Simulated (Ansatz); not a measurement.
## Notes on Be$_{4}$Si

```yaml
crystal:
  lattice:
    - [3.59279, 0.00000, 0.00000]
    - [0.00000, 3.59279, 0.00000]
    - [0.00000, 0.00000, 7.51831]
  atoms:
    - { symbol: Be, position: [0.00000, 0.00000, 0.00000] }
    - { symbol: Be, position: [0.50000, 0.50000, 0.00000] }
    - { symbol: Be, position: [0.00000, 0.50000, 0.48100] }
    - { symbol: Be, position: [0.50000, 0.00000, 0.51900] }
    - { symbol: Si, position: [0.00000, 0.50000, 0.16900] }
    - { symbol: Si, position: [0.50000, 0.00000, 0.83100] }
    - { symbol: Be, position: [0.00000, 0.00000, 0.30400] }
    - { symbol: Be, position: [0.50000, 0.50000, 0.30400] }
    - { symbol: Be, position: [0.50000, 0.50000, 0.69600] }
    - { symbol: Be, position: [0.00000, 0.00000, 0.69600] }
```

Level: r2SCAN, no spin polarisation; 500 eV; 9×9×5 Γ-centred mesh; fermi-dirac occupations (width 0.1 eV); Ansatz 0.2.0, fixed geometry.

**Charges.** Bader charges in e: Be +0.69 to +1.53, Si -4.86. In the mean Be gives up most and Si takes most.
**Stress.** The pressure is 13.5 GPa (compression positive), so with the atoms held at these fractions the cell would first expand; the forces are large, so a full relaxation may end otherwise. The principal stresses 11.1, 14.7, 14.7 GPa differ, so its shape would change too.
**Forces.** The largest is on Be8 (and as large on other atoms): 2.15 eV/Å, components (0.00, 0.00, 2.15). It makes 119° with the line to a nearest neighbour, Si5 at 2.06 Å.
**Electronic structure.** It is a metal, with about 2.5 states/eV a cell as the mean within 0.25 eV of the Fermi level.
**Formation energy.** 0.47 eV an atom against the elements' usual phases (free molecules for gases, crystals otherwise, with no correction for O₂ or N₂), so at this geometry it isn't bound against them. Relaxing would lower it.

Origin: a known structure type with other elements, at an estimated volume, so it need not be a known compound. Caveats: atoms or cell far from equilibrium.
